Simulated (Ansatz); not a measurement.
Cs₃SI (Pm-3m) at 2 levels of theory

One geometry, relaxed with PBE; plane waves with PAW potentials in Ansatz, scalar-relativistic unless the row names spin-orbit coupling. No spin polarisation but for the spin–orbit row. Gaps are the least over mesh and band path; pressure is positive in compression.

```cif
data_structure
_symmetry_space_group_name_H-M 'Pm-3m'
_symmetry_Int_Tables_number 221
_cell_length_a 6.6875
_cell_length_b 6.6875
_cell_length_c 6.6875
_cell_angle_alpha 90.000
_cell_angle_beta 90.000
_cell_angle_gamma 90.000
_cell_volume 299.08
loop_
_atom_site_label
_atom_site_type_symbol
_atom_site_symmetry_multiplicity
_atom_site_Wyckoff_symbol
_atom_site_fract_x
_atom_site_fract_y
_atom_site_fract_z
_atom_site_occupancy
Cs1 Cs 3 d 0.50000 0.00000 0.00000 1
S1 S 1 a 0.00000 0.00000 0.00000 1
I1 I 1 b 0.50000 0.50000 0.50000 1
```

```csv
level,cutoff (eV),k mesh,gap (eV),pressure (GPa)
PBE,420,4×4×4,1.09,0.0
```

Task: What comes out on the same cell with PBE with spin-orbit coupling?

Result:
```csv
level,cutoff (eV),k mesh,gap (eV),pressure (GPa)
PBE with spin-orbit coupling,420,4×4×4,1.09,0.0
```

Spin-orbit coupling matters for the bands of heavy elements and enters only rows that name it.

The structure comes from a generated guess; another structure or a mixture of phases may lie lower.
